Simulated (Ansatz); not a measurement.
La2Si in space group R-3m (No. 166; La on 6c, Si on 3a), the program Ansatz at the r²SCAN+D4 level (PAW), all energies at zero smearing, with the estimated change up to a 700 eV cutoff added, with one set of potentials and settings (totals compare only within such a set). Cell of 3 atoms (2 La, 1 Si): -13170.249 eV.

| element | reference phase | E (eV/atom) |
|---|---|---|
| La | P6_3/mmc, 4 atoms in the cell | -6264.9585 |
| Si | Fd-3m, 2 atoms in the cell | -639.1854 |

Formation energy per atom, worked out: (-13170.249 − 2×(-6264.9585) − 1×(-639.1854))/3 = -0.382 eV/atom (-37 kJ per mol of atoms), at 0 K, without zero-point energy or fitted corrections.

The start of the workflow was typed in or built on a structure type; neither database checked (COD, Materials Project) lists it. Whether it is the stable phase at ambient conditions was not checked. Symmetry was held in the r²SCAN+D4 relaxation; whether a distortion lowers the energy is not shown. The references are the lowest solids computed at this level, not always the standard phases. Spin–orbit coupling is left out wherever it is not named.

Potentials: the earlier of the program's two PAW sets. The files were generated under PBE; for other functionals the program regenerates the frozen cores, and for LDA and PBEsol the local potential too.
